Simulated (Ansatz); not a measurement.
Structure relaxation, MgB$_{2}$

The start is a generated cell, MgB2 placed in the AFLOW prototype A2B_hP6_191_h_e (C_h, as in Cu2Te). A full variable-cell relaxation at zero pressure is run with PBE (plane waves to 420 eV, PAW, scalar-relativistic; Ansatz, a program for electronic structure). The first steps use a coarse 8×8×4 k-mesh.

Initial structure:
```
CELL_PARAMETERS angstrom
      3.49321     0.00000     0.00000
     -1.74661     3.02521     0.00000
      0.00000     0.00000     5.97482
ATOMIC_POSITIONS crystal
  B  0.33333 0.66667 0.16000
  B  0.66667 0.33333 0.16000
  B  0.66667 0.33333 0.84000
  B  0.33333 0.66667 0.84000
  Mg 0.00000 0.00000 0.30600
  Mg 0.00000 0.00000 0.69400
```

```json
{
  "largest_initial_force": "about 1.0 eV/Å, on B1, B2, B3, B4 (atoms numbered as listed)",
  "outcome": "The space group stays P6/mmm (No. 191) (the run could not lower it), with 6 atoms in the primitive cell",
  "energy_released": "0.74 eV/atom",
  "volume_change": "+6.3 %, from 10.52 to 11.19 Å³/atom",
  "Shortest distances (start → end)": "The closest pairs of elements (up to four, under 3.6 Å), start → end: B–B 1.91 → 1.79 Å; B–Mg 2.20 → 2.41 Å; Mg–Mg 2.32 → 2.94 Å",
  "band_gap_at_the_end": "zero (metallic)",
  "optimiser_moves": "22"
}
```

It ends as:

```cif
data_B4Mg2
_chemical_formula_sum 'B4 Mg2'
_space_group_name_H-M_alt 'P6/mmm'
_space_group_IT_number 191
_space_group_name_Hall '-P 6 2'
_cell_length_a 3.10063
_cell_length_b 3.10063
_cell_length_c 8.06429
_cell_angle_alpha 90.000
_cell_angle_beta 90.000
_cell_angle_gamma 120.000
loop_
_atom_site_label
_atom_site_type_symbol
_atom_site_symmetry_multiplicity
_atom_site_Wyckoff_symbol
_atom_site_fract_x
_atom_site_fract_y
_atom_site_fract_z
_atom_site_occupancy
B1 B 4 h 0.33333 0.66667 0.11836 1
Mg1 Mg 2 e 0.00000 0.00000 0.31769 1
```

Final values are on a 17×17×6 k-mesh of the relaxed cell. No spin polarisation in the result.

The run could not lose the symmetry of its start.

The first start was generated by placing the elements on the sites of a structure type. A measured structure of MgB2 has the same space group, P6/mmm (No. 191); the sites were not compared with it.
